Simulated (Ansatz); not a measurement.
## Is this ScGa2N3 structure a true minimum?

The structure comes from a proposed guess, relaxed at this level; another structure or a mixture of phases may lie lower.

All numbers below come from DFT PBE, scalar-relativistic, plane waves, PAW in Ansatz. Plane waves to 420 eV, a k mesh through Γ of 12×12×4 on the computed 6-atom cell and Gaussian smearing (0.02 eV); no spin polarisation.

The cell below (6 atoms, space group P3m1 (No. 156)) is relaxed within its symmetry.

```
CELL_PARAMETERS angstrom
3.29527 0.00000 0.00000
-1.64764 2.85379 0.00000
0.00000 0.00000 8.11281
ATOMIC_POSITIONS crystal
Sc 0.00000 0.00000 0.99838
Ga 0.66667 0.33333 0.66165
Ga 0.33333 0.66667 0.34037
N 0.66667 0.33333 0.90449
N 0.00000 0.00000 0.26127
N 0.33333 0.66667 0.58383
```

For the test a repeat of it with 12 atoms (edges 3.30, 5.71, 8.11 Å) was strained at random (σ = 1.5 % a component), the atoms were moved at random (σ = 0.15 Å), and all was relaxed again on a coarse 4×4×2 mesh (in the run’s order of axes) with 0.10 eV smearing, with no symmetry imposed.

Task: Is the structure stable against such a distortion?

Result: It returns, within 1 meV/atom of the unmoved cell on that mesh and with the same symmetry when read at 0.1 Å (Cm at 0.01 Å, so small strains and shifts remain). No instability shows in this cell; modes of other wave vectors, which need another repeat, aren't tested.
